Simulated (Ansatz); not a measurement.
**zincblende-structured PtP**

Computed with Ansatz (plane waves, PAW, 500 eV cutoff): r²SCAN, scalar-relativistic, no spin polarisation, Γ-centred 12×12×12 mesh, 0.05 eV Gaussian smearing. The datasets are Ansatz's generated set soft_2.

```xyz
2
Lattice="0.0000 2.6617 2.6617 2.6617 0.0000 2.6617 2.6617 2.6617 0.0000" Properties=species:S:1:pos:R:3 pbc="T T T"
Pt    0.0000    0.0000    0.0000
P     1.3308    1.3308    1.3308
```

The structure was built from a prototype; whether the compound forms in it isn't claimed.

The run above is the reference. The same cell was run again with other input settings; several of them aren't fit for production, so the rows show the settings' effect and aren't properties of the material.

```tsv
keys changed	outcome	ΔE (meV/atom)	P (GPa)	gap on the mesh (eV)	cell moment (μB)	largest force component (eV/Å)	SCF iterations	rough core-seconds	new warnings
none (reference)	converged	0.0	0.0	metal	–	0.000	–	–	–
scf.initial_density.chi_scale: 0.3; scf.occupations.method: "gaussian" → "methfessel_paxton"; scf.occupations.width: 0.05 → 0.3	converged	-1.0	0.0	metal	–	0.000	8	8	–
basis.ecutwfc: 500 → "250 eV"; basis.ecutrho_ratio: 4 → 9	converged	897.8	0.7	metal	–	0.000	7	4	cutoff below recommended
hamiltonian.xc: "r2scan" → "pbe"	converged	–	3.2	metal	–	0.000	7	6	–
kpoints.mp_grid.grid: [12, 12, 12] → [10, 10, 10]	converged	-3.1	-0.1	metal	–	0.000	7	5	–
scf.mixing.algorithm: "anderson"; scf.mixing.beta: 0.5; scf.mixing.ndim: 4; kpoints.mp_grid.grid: [12, 12, 12] → [8, 8, 8]	converged	-0.7	0.0	metal	–	0.000	8	5	–
scf.lower_state_search: "light"; scf.initial_density.chi_scale: 0.0	converged	0.0	0.0	metal	–	0.000	8	8	–
```

ΔE is the energy with the smearing extrapolated to zero. It is left out where the change alters the Hamiltonian or the spin treatment. The varied runs start from atomic densities (corrected by the program's trained start where that serves), with the default search for lower states unless a row changes it.

Q: What happens with these changes: hamiltonian.hubbard: {"sites": [{"species": "Pt", "l": "d", "u_eff": 5.0}], "double_counting": "fll"}; scf.occupations.width: 0.05 → null; scf.occupations.method: "gaussian" → "tetrahedron"?

A: outcome converged, P (GPa) 0.8, gap on the mesh (eV) metal, largest force component (eV/Å) 0.000, SCF iterations 8, rough core-seconds 10, new warnings band table not solved further; filled band counts differ across k points; tetrahedron derivatives may miss energy slope.

1 further run (cut off, refused for memory, with changed atoms or starts, or in doubt) is left out.

Of the reference: Scalar-relativistic only: spin–orbit splittings of the heavy atoms' levels are missing. The cell is a metal with an odd number of electrons, and spin polarisation wasn't tried.
